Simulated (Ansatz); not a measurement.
# A trial form of SmGaTe₃

Computed with DFT PBE, scalar-relativistic, plane waves, PAW, and for the lanthanide a 4f-in-core norm-conserving potential, in Ansatz 0.2.0. Cutoff 690 eV, Gaussian smearing, Γ-centred meshes. Cell and atoms relax first on a coarse mesh and then on a finer one. In between, the cell is made exact in the group found at 0.06 Å. In metals the finer mesh still leaves noise of several meV/atom or more. The steps can't lower the symmetry of their start. No spin polarisation.

A trial structure of SmGaTe₃ was built thus: random cell by space group and Wyckoff sites (P6/mmm, No. 191). Its size is a rough estimate.

```cif
data_structure
_symmetry_space_group_name_H-M 'P 1'
_symmetry_Int_Tables_number 1
_cell_length_a 5.3428
_cell_length_b 5.3428
_cell_length_c 6.9179
_cell_angle_alpha 90.000
_cell_angle_beta 90.000
_cell_angle_gamma 120.000
_cell_volume 171.02
loop_
_atom_site_label
_atom_site_type_symbol
_atom_site_fract_x
_atom_site_fract_y
_atom_site_fract_z
_atom_site_occupancy
Sm1 Sm 0.00000 0.00000 0.00000 1
Ga1 Ga 0.00000 0.00000 0.50000 1
Te1 Te 0.50000 0.00000 0.00000 1
Te2 Te 0.00000 0.50000 0.00000 1
Te3 Te 0.50000 0.50000 0.00000 1
```

Energies over the elements count from the elements' standard structures at the same level, with no fitted energy shifts.

Question: What does it relax into?

Answer: The symmetry stays P6/mmm (No. 191). The volume per atom grows by 26.7 %, from 34.2 to 43.3 Å³. The shortest distance goes from 2.67 Å (Sm–Te and Te–Te) to 3.05 Å (Sm–Ga). The ratio c/a of the conventional cell changes by a factor of 0.74. The energy falls by about 1.7 eV/atom (the start's value is from the coarse mesh). Conventional cell: a = 6.406 Å, c = 6.096 Å. Sm is surrounded by 2 Ga at 3.05 Å and 6 Te at 3.20 Å; Ga is surrounded by 2 Sm at 3.05 Å; around Te lie 2 Sm at 3.20 Å and 4 Te at 3.20 Å.

```cif
data_structure
_symmetry_space_group_name_H-M 'P 1'
_symmetry_Int_Tables_number 1
_cell_length_a 6.4056
_cell_length_b 6.4056
_cell_length_c 6.0964
_cell_angle_alpha 90.000
_cell_angle_beta 90.000
_cell_angle_gamma 120.000
_cell_volume 216.63
loop_
_atom_site_label
_atom_site_type_symbol
_atom_site_fract_x
_atom_site_fract_y
_atom_site_fract_z
_atom_site_occupancy
Sm1 Sm 0.00000 0.00000 0.00000 1
Ga1 Ga 0.00000 0.00000 0.50000 1
Te1 Te 0.50000 0.00000 0.00000 1
Te2 Te 0.00000 0.50000 0.00000 1
Te3 Te 0.50000 0.50000 0.00000 1
```

Question: Give its energy and gap.

Answer: The formation energy is −0.19 eV/atom and the gap on the 6×6×6 mesh of the 5-atom cell is 0 eV (a metal).

The last run used Gaussian smearing of 0.10 eV. Spin–orbit coupling, which can matter for Te, is left out. The reference form of Te is held partly by dispersion forces, which this level lacks. A structure relaxed within its symmetry needn't be a true minimum. In all, the 3 runs took 14 min on 1 thread of Intel(R) Xeon(R) Processor @ 2.50GHz (Skylake/Cascade Lake), on a shared host. Another cell of SmGaTe3 relaxed alike, in Pm-3m, lies 84 meV/atom lower, so this cell isn't the stable form at this level.

The lanthanide is trivalent by construction, without f bands, f moments or other valences. The reference runs of the other elements, and any phases without the lanthanide, used 420 eV, which shifts energies against them by under 10 meV/atom. The lanthanide's reference is the lowest of its hcp, dhcp and fcc cells.
